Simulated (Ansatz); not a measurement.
## 7 guesses for Si₂B₂C and where they end

All numbers below come from DFT PBE, scalar-relativistic, plane waves, PAW in Ansatz 0.2.0. All cells share a 420 eV cutoff and Γ-centred k meshes spaced at most about 0.3 Å⁻¹ (about 0.25 or finer for metals, 2π included). No spin polarisation in the final relaxations.

Each guess was relaxed in cell and atoms at zero pressure, within the symmetry of its start. All energies are static (0 K, no zero-point motion). Coordination counts B or Si atoms around C (for each partner element, those within 1.25 times its shortest distance or 1.15 times the sum of covalent radii, where it is the nearest in units of that sum or under 1.3; a plus sign parts groups by distance over the sum of covalent radii; the shortest distance is added where it exceeds 1.18 times the sum of covalent radii).

```csv
guess,made from,start group,V start (Å³/atom),end group,V end (Å³/atom),coordination at the end,gap on mesh (eV),E over the lowest end (meV/atom)
1,random cell,P4/mmm,11.5,P4/mmm,11.2,C 2,0,802
2,Ho2TeO2 type,P6_3/mmc,10.8,P6_3/mmc,8.7,C 6,0,0
3,random cell,P-6m2,13.5,?,?,?,?,?
4,random cell,P-6m2,13.2,P-6m2,9.7,C 5,0,40
5,random cell,P-3m1,11.4,P-3m1,10.7,C 6 from 2.6 Å,0,875
6,random cell,P4/mmm,11.7,P4/mmm,10.7,C 2+4,0,350
7,random cell,P-6m2,13.5,P-6m2,11.9,C 3,0,435
```

Guess 3 as it starts:

```yaml
crystal:
  lattice:
    - [3.65311, 0.00000, 0.00000]
    - [-1.82655, 3.16369, 0.00000]
    - [0.00000, 0.00000, 5.84838]
  atoms:
    - { symbol: Si, position: [0.33333, 0.66667, 0.23482] }
    - { symbol: Si, position: [0.33333, 0.66667, 0.76518] }
    - { symbol: B, position: [0.00000, 0.00000, 0.50000] }
    - { symbol: B, position: [0.33333, 0.66667, 0.50000] }
    - { symbol: C, position: [0.66667, 0.33333, 0.50000] }
```

Q: Predict the end of this guess and its energy over the lowest end.

A: It ends in space group P-6m2 (No. 187), with a = 2.918 Å, c = 8.279 Å, 12.2 Å³/atom and no gap; its coordination is C 6. It lies 0.98 eV/atom over the lowest end, above guess 5 and so the highest of the set. Counting B or Si atoms around C, this end and the lowest (guess 2) both have C 6. This end and the lowest (guess 2) both hold Si–Si pairs and B–B nets.

```
Si B C
1.0
     2.91803    0.00000    0.00000
    -1.45902    2.52709    0.00000
     0.00000    0.00000    8.27890
Si B C
2 2 1
Direct
  0.33333 0.66667 0.14691
  0.33333 0.66667 0.85309
  0.00000 0.00000 0.50000
  0.33333 0.66667 0.50000
  0.66667 0.33333 0.50000
```

Formation energies are uncorrected and refer to the elements' standard structures at the same level.

Q: Is the lowest end bound against the elements?

A: No: its formation energy is +0.47 eV/atom. The separate elements lie lower, so it is unstable against them.

Weakly bound directions are ill-defined at this level, which has no dispersion term (P-6m2 at 11.9 Å³/atom, P-6m2 at 12.2 Å³/atom), and this can change margins and order among such cells. The reference form of C is held partly by dispersion forces, which this level lacks. Cells relaxed within their symmetry can be saddle points. A lower structure may well exist outside this small set. Some candidate types were left out of the draw beforehand, so a known form may be missing.
